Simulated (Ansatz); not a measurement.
Crystals of one structure type (wurtzite) and one family of elements, relaxed and computed with PBEsol in the plane-wave PAW code Ansatz; HSE06 gaps on those cells.

```tsv
crystal	gap (eV)	HSE06 gap (eV)
GaAs	0.43	1.40
BAs	1.02	1.76
GaP	1.29	?
AlAs	1.62	2.40
AlP	1.82	2.66
GaN	1.88	3.19
BN	4.96	6.52
```

Q: Fit a straight line to E_g(HSE06) against E_g and predict the withheld value.

A: Least squares on the 6 shown rows: E_g(HSE06) = 1.165 × E_g + (0.711), with a scatter of 0.19. For GaP this gives 2.21. The run itself gave 2.19, a miss of 0.02.

Not the usual ambient phase: GaAs, wurtzite; BAs, wurtzite; GaP, wurtzite; AlAs, wurtzite; AlP, wurtzite. All cells were relaxed under the symmetry of their starts (and spin orders); stability against distortions was not tested throughout. Scalar-relativistic: spin–orbit coupling is off unless named, which matters more the heavier the elements.

Potentials: the later of the program's two PAW sets.
